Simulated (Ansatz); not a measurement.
# MgMnCo5O12, one structure, two calculations

Cell: a Materials Project structure (computed, not necessarily an observed phase), taken as it stands.

```
Mg Mn Co O
1.0
     4.90644    0.00000    0.00000
     2.45196    4.25544    0.00000
     1.41347   -0.02993    9.90191
Mg Mn Co O
1 1 5 12
Cartesian
  5.5279 1.4073 7.4338
  2.5234 4.2434 0.0441
  3.0824 2.8266 4.9799
  4.9758 2.8466 0.0348
  2.5122 1.4185 0.0116
  5.5362 1.4081 4.8548
  3.0832 -0.0109 4.9798
  4.7922 2.7707 8.8852
  6.5800 2.8200 0.9751
  3.9558 1.4077 5.9568
  6.3244 2.7781 5.9560
  2.3270 1.4081 4.0165
  7.1406 4.1914 4.0149
  4.6878 2.8802 4.0163
  2.2295 1.4068 8.8808
  4.7755 0.0100 8.8822
  4.1503 1.4459 0.9747
  4.1844 4.2443 0.9739
  1.4185 0.0380 5.9571
```

Atom numbers follow the list; atoms alike are taken as one site, whose name carries the number of the first.

First run. The numbers come from a DFT calculation in Ansatz (PBE, plane waves and PAW, scalar-relativistic, collinear spin, 420 eV cutoff, Γ-centred 5×5×2 k-points, Fermi–Dirac smearing 0.02 eV). Start moments as typed (μB): 4 on each Co, none on the rest. The program fits them to the shells of the files, so those used differ somewhat.

| site | atom | V_zz (10²¹ V/m²) | η | m (μB) |
| --- | --- | --- | --- | --- |
| Mn | 2 | 2.90 | 0.29 | -2.42 |
| Co3 | 3 | 2.07 | 0.02 | 0.51 |
| Co4 | 4 | 4.46 | 0.34 | 0.36 |
| Co5 | 5 | 3.45 | 0.52 | 0.30 |
| Co6 | 6 | 1.09 | 0.08 | 0.45 |
| O8 | 8 | 1.97 | 0.15 | -0.02 |
| O9 | 9 | -2.64 | 0.82 | 0.04 |
| O10 | 10 | -1.76 | 0.98 | 0.04 |
| O11 | 11 | -1.78 | 0.98 | 0.04 |
| O12 | 12 | -2.12 | 0.44 | 0.08 |
| O13 | 13 | -2.17 | 0.43 | 0.08 |
| O14 | 14 | -2.12 | 0.43 | 0.09 |
| O15 | 15 | -2.29 | 0.40 | 0.00 |
| O18 | 18 | -2.59 | 0.89 | 0.04 |

Second run. The same atoms and settings, except that the mesh is 8×8×4 and the Fermi–Dirac smearing is 0.05 eV.

(1) What does the second run give?

## Answers

(1) 

```csv
site,atom,V_zz,η,change of V_zz,m (μB)
Mn,2,2.88,0.30,-0.02,-2.42
Co3,3,2.05,0.00,-0.02,0.50
Co4,4,3.90,0.40,-0.56,0.35
Co5,5,3.10,0.55,-0.35,0.30
Co6,6,0.93,0.06,-0.16,0.45
O8,8,1.96,0.19,-0.01,-0.02
O9,9,-2.66,0.81,-0.02,0.04
O10,10,1.74,1.00,–,0.04
O11,11,1.77,0.99,–,0.04
O12,12,-2.23,0.42,-0.11,0.08
O13,13,-2.26,0.41,-0.09,0.08
O14,14,-2.23,0.41,-0.11,0.08
O15,15,-2.27,0.40,+0.02,0.00
O18,18,-2.62,0.88,-0.03,0.04
```

The largest change of V_zz along a kept axis is on Co4, from 4.46 to 3.90. In per cent, |V_zz| changes by -1 on Mn, -13 to -1 on Co, -1 to +5 on O (all sites that start above 2). On O11, O10 the largest principal value lies along another axis in the second run, so the two V_zz can't be compared directly. The table leaves out 5 of the 19 sites, with |V_zz| up to 3.48; their tensors move by 0.07 at most along any direction. The statements above cover all sites.

The largest force is 0.8 eV/Å, so the atoms aren't at the calculated equilibrium and relaxing them would move these values. Semilocal functionals can leave a metal where correlation in the d or f shell opens a gap in the real compound, and that would change the values at and beside Co and Mn. With these PAW files V_zz is typically within 2 to 3 % of all-electron values, but misses above 10 % occur on Co. The run lost most of its start moments on Co; a state with other moments may lie lower. The magnetic order is the one that the run reached from its start moments, not necessarily the measured one.
